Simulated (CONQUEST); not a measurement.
Set-up for a self-consistent single point of AlInSb2 (P1, 4 atoms in the cell; from Materials Project mp-1228890, changed as shown).

```
CELL_PARAMETERS angstrom
      4.40163     0.00000     0.00000
      0.00000     4.40163     0.00000
      0.00000     0.00000     6.20153
ATOMIC_POSITIONS crystal
  Al 0.99659 0.98897 0.00310
  In 0.49827 0.50462 0.49632
  Sb 0.99629 0.50354 0.22919
  Sb 0.50885 0.00286 0.77139
```

All values come from this method and carry its errors: LDA (PW92), numerical atomic orbitals double-zeta with polarisation (the shipped basis), PseudoDojo norm-conserving potentials made for LDA run with CONQUEST.

CONQUEST settings:

| setting | value |
|---|---|
| basis | DZP |
| Diag.MPMeshX, Y, Z | 8 8 6 |
| potentials | PseudoDojo norm-conserving LDA |
| Grid.GridCutoff | 140 Ha |
| DM.SolutionMethod | diagon |
| Diag.kT | 0.000367 Ha |
| Diag.GammaCentred | true |
| minE.SCTolerance | 1.0e-07 |
| SC.MaxIters | 100 |
| SC.LinearMixingFactor | 0.5 |
| AtomMove.TypeOfRun | static |

Results:

- Number of valence electrons: 46
- Number of bands: 67
- Number of k-points after the program's reduction: 262
- Size of the basis: 67
- Number of SCF iterations: 9
- FFT grid: 48 × 48 × 64
- Free energy E − TS: -6804.8196 eV
- Top of the valence band (on the code's own zero): -4.81 eV
- Gap on the k-point mesh: 0.58 eV
- Pressure: 1.71 GPa
- Largest force (vector length): 0.756 eV/Å

Forces (eV/Å):
```csv
atom,Fx,Fy,Fz
Al1,0.442,0.568,-0.231
In2,-0.043,-0.018,0.274
Sb3,0.085,-0.573,0.326
Sb4,-0.487,0.026,-0.374
```

Stress (GPa, positive for compression):
```
 1.82  -0.03   0.52
-0.03   1.71  -0.74
 0.52  -0.74   1.61
```

Gaps are taken between levels on the mesh.

For comparison: a first run was changed to give this one (atoms moved at random), and from it to this one the free energy goes up by 11.6 meV/atom, the pressure hardly changes (1.70 to 1.71 GPa), the largest force goes from under 0.1 to 0.76 eV/Å and the gap on the mesh goes from 0.713 to 0.582 eV.

Spin-orbit coupling is left out, which matters for bands and gaps with elements this heavy. The program uses no crystal symmetry, so grid and mesh can part values that symmetry would make equal. The atom-centred basis is finite, which shifts total energies, pressures, gaps and forces against plane waves. The structure comes from a collection of computed structures, made at another level of theory; the collection holds predicted forms beside known ones. Its lattice was then scaled.

Cost on one core: roughly 90 core-seconds.
